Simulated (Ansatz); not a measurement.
The relaxed structure here is a generated cell of TaAs: the first start was made by placing the elements on the sites of a structure type, and the end was not matched to a known phase here, so it may be hypothetical. Known forms of TaAs include space group No. 109.

One starting cell of TaAs (a generated cell, TaAs built in the FeB structure type) was relaxed twice with Ansatz (plane waves, PAW, scalar-relativistic): with PBEsol at 420 eV and with PBE at 420 eV. The PBEsol result:

```cif
data_As4Ta4
_chemical_formula_sum 'Ta4 As4'
_space_group_name_H-M_alt 'Pnma'
_space_group_IT_number 62
_space_group_name_Hall '-P 2ac 2n'
_cell_length_a 5.99966
_cell_length_b 4.52405
_cell_length_c 4.85598
_cell_angle_alpha 90.000
_cell_angle_beta 90.000
_cell_angle_gamma 90.000
loop_
_atom_site_label
_atom_site_type_symbol
_atom_site_symmetry_multiplicity
_atom_site_Wyckoff_symbol
_atom_site_fract_x
_atom_site_fract_y
_atom_site_fract_z
_atom_site_occupancy
Ta1 Ta 4 c 0.31305 0.25000 0.33805 1
As1 As 4 c 0.03778 0.75000 0.32931 1
```

```json
[
 {"quantity": "space group", "PBEsol": "Pnma", "PBE": "Pnma"},
 {"quantity": "volume (Å³/atom)", "PBEsol": "16.48", "PBE": "___"},
 {"quantity": "a (Å)", "PBEsol": "6.000", "PBE": "___"},
 {"quantity": "b (Å)", "PBEsol": "4.524", "PBE": "___"},
 {"quantity": "c (Å)", "PBEsol": "4.856", "PBE": "___"},
 {"quantity": "gap (eV, no spin-orbit coupling)", "PBEsol": "0.00", "PBE": "___"}
]
```

Task: Fill in the PBE column.

Result: 
- volume (Å³/atom), PBE: 17.06
- a (Å), PBE: 6.072
- b (Å), PBE: 4.588
- c (Å), PBE: 4.899
- gap (eV, no spin-orbit coupling), PBE: 0.00

Both levels end in the same structure; PBE's volume is 3.5 % larger. Neither column is exact.

No spin polarisation in the result.

The run could not lose the symmetry of its start: the end is stationary, and may be a saddle point rather than a minimum.

Ansatz is a first-principles code.
